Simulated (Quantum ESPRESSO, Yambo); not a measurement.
Levels of theory for the gap of PtSe2 monolayer

A free-standing PtSe₂ monolayer (symmetry P-3m1, slab cell 15.6 Å high): one geometry, one set of norm-conserving PBE (stringent potentials; Quantum ESPRESSO, 104 Ry, scalar-relativistic) orbitals, self-energies from Yambo (6×6×1 Γ-centred k mesh, bands 23 to 189 and a 8 Ry block in the screening, 189 bands in G with the Bruneval-Gonze terminator, plasmon pole fitted at 27.2 eV, slab-truncated Coulomb interaction, stochastic integration of W near q = 0).

The layer was cut from Materials Project entry mp-1115 and relaxed with PBEsol in a cell 15.6 Å high, with the Coulomb interaction truncated along z.

```
level                                                     gap Γ → (0, 0.167) (eV)  direct gap at (0, 0.167) (eV)       rough Yambo cost
--------------------------------------------------------  -----------------------  -----------------------------  ---------------------
PBE (Quantum ESPRESSO)                                                       1.73                           1.80                      –
exchange only (Hartree-Fock self-energy on PBE orbitals)                     6.34                           6.80  about 1/10 (8 states)
G0W0@PBE, plasmon pole                                                       2.73                           2.78           1 (8 states)
```

Bare exchange has no screening and gives the widest gap. The mesh misses a band edge: along a dense path the PBE gap is 1.43 eV against 1.73 eV on the mesh.

Costs are rough ratios of core time on shared machines.

Nearest settings tried, and what they do to the gap: 110 bands in G: -5 meV; 110 bands in W, 110 bands in G: -8 meV; 5 Ry block (267 vectors against 525): -70 meV. Not varied: mesh, cell height. So the settings aren't converged at that level.

Spin-orbit coupling is left out, which matters for elements this heavy: edges can move by tenths of an eV.
